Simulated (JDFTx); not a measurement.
System: TiAl3(110) (I4/mmm bulk; lattice of mp-542915, not re-optimised at this level), 1x1 cell of 14 atoms in 7 planes (Al outermost, slab composition Ti3Al11), area 23.14 Å² a face, 8.0 Å between the outermost planes in a cell 24.1 Å high; k mesh 6×6×1, Fermi width 0.01 Ha, no spin polarisation. Whether this polymorph is the ambient one wasn't checked. Neither spin polarisation nor a larger cell was tried.

Final geometry:
```
TiAl3(110)
1.0
    5.0625     0.0000     0.0000
    2.1767     4.5706     0.0000
    0.0000     0.0000    24.1000
Al Ti
11 3
Direct
  0.5000   0.0000   0.3339
  0.0000   0.5000   0.3339
  0.0000   0.0000   0.3879
  0.0000   0.5000   0.4439
  0.5000   0.0000   0.4439
  0.5000   0.5000   0.5000
  0.5000   0.0000   0.5561
  0.0000   0.5000   0.5561
  0.0000   0.0000   0.6121
  0.0000   0.5000   0.6661
  0.5000   0.0000   0.6661
  0.5000   0.5000   0.3879
  0.0000   0.0000   0.5000
  0.5000   0.5000   0.6121
```

All numbers are PBE, GBRV ultrasoft potentials, plane waves to 20/100 Ha results from a modified build of JDFTx, not measurements. Liquid on both sides: linear PCM (GLSSA13), water, 1 M KF; nuclei fixed, outer atoms relaxed in vacuum. Potentials are on the SHE scale by the convention U = −μ/e − 4.44 V; references calibrated for a solvation model differ from this value. The model has bare, unreconstructed faces and no explicit solvent.

| U (V vs SHE) | μ (eV) | excess electrons per cell | σ (μC/cm², per face) | run |
|---|---|---|---|---|
| -1.20 | -3.24 | ___ | ___ | fixed potential |
| -0.58 | -3.86 | 0.000 | 0.0 | neutral |
| -0.30 | -4.14 | -0.152 | 5.3 | fixed potential |

Fill in the missing entries, row by row.


- -1.20, excess electrons per cell: 0.283
- -1.20, σ (μC/cm², per face): -9.8
